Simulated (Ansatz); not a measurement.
Nb (hcp (Mg type), space group No. 194) under volume change, the program Ansatz at the r²SCAN level (PAW), shape and atoms relaxed at each volume.

| V (Å³/atom) | E − E(relaxed) (meV/atom) | P (GPa) |
|---|---|---|
| 16.891 | 90.2 | 18.61 |
| 17.448 | 38.1 | 11.52 |
| 18.005 | 9.0 | 5.34 |
| 18.562 | 0.0 | 0.00 |
| 19.118 | 8.2 | -4.63 |
| 19.675 | [?] | [?] |
| 20.232 | [?] | [?] |

Question: What belongs in the gaps?

Answer: 
- 19.675, E − E(relaxed) (meV/atom): 31.5
- 19.675, P (GPa): -8.66
- 20.232, E − E(relaxed) (meV/atom): 67.8
- 20.232, P (GPa): -12.17

Question: What does a third-order Birch–Murnaghan fit give for V₀, B₀ and B′?

Answer: V₀ = 18.56 Å³/atom, B₀ = 166 GPa, B′ = 3.7.

Space group P6_3/mmc (hcp (Mg type)). The start of the workflow was typed in or built on a structure type; the Crystallography Open Database copy checked does not list it. It is not the phase usual at ambient conditions (space group No. 229). Symmetry was held in the r²SCAN relaxation; whether a distortion lowers the energy is not shown. No spin polarisation was allowed. Spin–orbit coupling is left out wherever it is not named.

Potentials: the earlier of the program's two PAW sets.
